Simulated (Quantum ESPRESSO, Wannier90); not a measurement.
Wannier functions of MgTe (wurtzite)

```
CELL_PARAMETERS angstrom
      4.59020     0.00000     0.00000
     -2.29510     3.97523     0.00000
      0.00000     0.00000     7.43781
ATOMIC_POSITIONS crystal
  Mg 0.33333 0.66667 0.99599
  Mg 0.66667 0.33333 0.49599
  Te 0.33333 0.66667 0.37401
  Te 0.66667 0.33333 0.87401
```

Cell from Materials Project (mp-1039), symmetrised, no further relaxation. COD (Crystallography Open Database) has an entry of this formula and space group (matched by these alone). Method: PBEsol plane waves in Quantum ESPRESSO 7.5 (PseudoDojo norm-conserving files, 68 Ry, spinors with spin-orbit coupling), Bloch states on a 4×4×4 mesh through Γ, Wannier90 4.0.1. Density: 12×12×4 mesh, cold smearing 0.01 Ry.

Base run: 32 functions from bands 37-88 of the 88 computed, start hydrogen-like Mg: s;p; Te: s;p, centres 0.05 Å off the atoms, frozen window up to 3.54 eV relative to the valence-band maximum, outer window open. Its settings: num_cg_steps = 5, trial_step = 2 and dis_mix_ratio = 0.5 (the program's defaults), conv_tol = 1.0e-6 over 4 steps, num_iter = 1000, dis_conv_tol = 1.0e-6, dis_num_iter = 1000. One of them is changed at a time.

| run | disentanglement steps | localisation steps | Ω_I (Å²) | Ω_total (Å²) | ended |
|---|---|---|---|---|---|
| base | 115 | 312 | 61.468 | 70.683 | converged |
| trial_step = 10.0 | 115 | 312 | 61.468 | 70.683 | converged |
| dis_mix_ratio = 1.0 | 65 | 316 | 61.467 | 70.681 | converged |
